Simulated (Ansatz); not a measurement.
## Property card for Ba

Ba (fcc (Cu type), Fm-3m), a = 6.163 Å, b = 6.163 Å, c = 6.163 Å, α = 90.00°, β = 90.00°, γ = 90.00°; the cell used has 1 atom.

Space group Fm-3m (No. 225), fcc (Cu type); conventional cell a = b = c = 6.1626 Å, α = β = γ = 90.00°.

Method: PBEsol (plane waves, PAW; program Ansatz). Geometry: relaxed at this level of theory. Other levels are named where they apply.

**Cell and energy**

| Item | Result |
|---|---|
| Volume per atom | 58.51 Å³ |
| Density | 3.90 g/cm³ |

**Electronic structure**

| Property | Result |
|---|---|
| Electronic character | metallic (no gap) |
| Density of states at the Fermi level | 1.7 states/eV per atom (mean over ±0.08 eV) |
| Gap with spin–orbit coupling | none (metallic) |

**Mechanics**

| Property | Value |
|---|---|
| Bulk modulus (Birch–Murnaghan fit) | 8.2 GPa |
| Pressure derivative B′ | 2.0 |
| Elastic constants (relaxed ions, GPa) | C11 = 10.2, C12 = 7.4, C44 = 10.2 |
| Mechanical stability | stable (all eigenvalues of C positive) |
| Hill bulk and shear moduli | 8.3 and 4.8 GPa |
| Young's modulus | 12.1 GPa |
| Poisson's ratio | 0.26 |
| Debye temperature from the elastic constants | 94.5 K |

The first step of the workflow began from a Materials Project structure, measured or hypothetical; the Crystallography Open Database copy checked does not list it. It is not the phase usual at ambient conditions (space group No. 229). Symmetry was held in the PBEsol relaxation; whether a distortion lowers the energy is not shown. As this level gives no gap, shear constants depend on the k-mesh and smearing (Fermi–Dirac, 0.1 eV here). Spin–orbit coupling is left out wherever it is not named.

Potentials: the later of the program's two PAW sets.
